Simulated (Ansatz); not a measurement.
## MoS2 (P6_3/mmc): from strained cells to moduli

```
CELL_PARAMETERS angstrom
3.12215 0.00000 0.00000
-1.56108 2.70386 0.00000
0.00000 0.00000 12.07607
ATOMIC_POSITIONS crystal
Mo 0.33333 0.66667 0.25000
Mo 0.66667 0.33333 0.75000
S 0.33333 0.66667 0.62129
S 0.66667 0.33333 0.12129
S 0.33333 0.66667 0.87871
S 0.66667 0.33333 0.37871
```

Computed, not measured; unless marked otherwise by LDA, all-electron LAPW in Ansatz 0.2.0, scalar-relativistic. k mesh 6×6×2, strains of ±0.008, fixed occupations, basis error target 0.5 meV/atom. The cell was relaxed by PAW under this functional, which moved its volume by -5 % from the database entry's.

The cell is hexagonal and carries a residual pressure of 0.01 GPa at this level. Each strain component that symmetry leaves independent is applied at ±0.008, the ions relax wherever a strain frees them, and the stress (tension positive, GPa) is read. Shears are engineering strains, γ = 2ε.

```
strain    size      σxx      σyy      σzz      σyz     σxz     σxy
    xx  -0.008  -2.0462  -0.4975  -0.0730   0.0000  0.0000  0.0000
    xx  +0.008   1.8690   0.4466   0.1048   0.0000  0.0000  0.0000
    zz  -0.008  -0.1237  -0.1237  -0.4466   0.0000  0.0000  0.0000
    zz  +0.008   0.0554   0.0554   0.4050   0.0000  0.0000  0.0000
    yz  -0.008  -0.0306  -0.0276   0.0089  -0.1625  0.0000  0.0000
    yz  +0.008  -0.0306  -0.0276   0.0089   0.1625  0.0000  0.0000
```

A central difference gives one constant, for example C11 ≈ (1.8690 − (-2.0462))/(0.016) = 244.7 GPa; the program then imposes the crystal's symmetry on the whole matrix.

(1) What are the independent elastic constants?

(2) Is the crystal stable against homogeneous strain?

(3) What moduli does a random aggregate of grains have?

(4) With the density of 5.215 g/cm³, how fast does sound travel, and what Debye temperature follows?

(5) How far do the constants move if PAW replaces LAPW in the same cell?

Results:

(1) C11 = 244.7, C12 = 59.0, C13 = 11.2, C33 = 53.2, C44 = 20.3 GPa.

(2) The least eigenvalue of the 6×6 matrix is 20.3 GPa, so yes.

(3) Voigt and Reuss bounds: B from 43.5 to 78.4 and G from 33.4 to 57.4 GPa; their means are B = 61.0 and G = 45.4 GPa. Then E = 9BG/(3B + G) = 109.2 GPa, ν = (3B − 2G)/(6B + 2G) = 0.201 and B/G = 1.34, on the brittle side of Pugh's 1.75 (a rule of thumb, made for metals; it doesn't predict ductility here).

(4) 

```json
{"direction": "x", "slow (m/s)": "1973", "middle (m/s)": "4220", "fast (m/s)": "6850"}
{"direction": "y", "slow (m/s)": "1973", "middle (m/s)": "4220", "fast (m/s)": "6850"}
{"direction": "z", "slow (m/s)": "1973", "middle (m/s)": "1973", "fast (m/s)": "3195"}
```

The mean of v⁻³ over directions and branches gives v_m = 2896 m/s and θ_D = (ħ/k_B) v_m (6π²n)^(1/3) = 335 K, n being atoms per volume. Young's modulus spans 50 to 229 GPa over directions, and the universal anisotropy index is 4.39.

(5) 

```tsv
constant	LAPW (GPa)	PAW (GPa)	difference
C11	244.7	244.4	-0.3
C12	59.0	59.0	0.0
C13	11.2	11.1	-0.1
C33	53.2	53.0	-0.2
C44	20.3	20.3	0.0
```

Known limits: no dispersion correction, so the spacing and stiffness between layers or molecules are poor; the frozen-core PAW files of the compared runs were fitted under PBE, their cores solved anew for this functional.
